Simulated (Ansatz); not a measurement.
Relaxed-ion elastic tensor of NaF (rock salt, Fm-3m) in GPa (Voigt order), DFT-PBE in the program Ansatz with PAW potentials; density 2.68 g/cm³, 12.99 Å³ per atom.

```
90.1  22.1  22.1   0.0   0.0   0.0
22.1  90.1  22.1   0.0   0.0   0.0
22.1  22.1  90.1   0.0   0.0   0.0
 0.0   0.0   0.0  26.8   0.0   0.0
 0.0   0.0   0.0   0.0  26.8   0.0
 0.0   0.0   0.0   0.0   0.0  26.8
```

**Question.** Is the crystal mechanically stable?

**Answer.** Yes: the smallest eigenvalue of C is 26.8 GPa.

**Question.** Work out the Voigt, Reuss and Hill averages.

**Answer.** K_V = 44.8, K_R = 44.8, K_H = 44.8; G_V = 29.7, G_R = 29.3, G_H = 29.5 GPa.

**Question.** Give Young's modulus, Poisson's ratio, Pugh's ratio and the universal anisotropy index.

**Answer.** E = 9KG/(3K + G) = 72.6 GPa; ν = 0.23; K/G = 1.52 (brittle by the Pugh limit of 1.75); A_U = 5G_V/G_R + K_V/K_R − 6 = 0.07.

**Question.** Estimate the sound speeds and the Debye temperature.

**Answer.** v_l = √((K + 4G/3)/ρ) = 5600 m/s, v_t = √(G/ρ) = 3320 m/s, mean 3670 m/s; Θ = (h/k)(3n/4πV)^(1/3) v_m = 465 K.

**Question.** Give the Zener ratio and Young's modulus along [100], [110] and [111].

**Answer.** A = 2C44/(C11 − C12) = 0.79; 1/E = S11 − 2(S11 − S12 − S44/2)Γ with Γ = 0, 1/4, 1/3 gives 81.4, 70.2, 67.1 GPa.

Symmetry was held in the PBE relaxation; phonons on a q-mesh show no instability.

Potentials: the later of the program's two PAW sets.
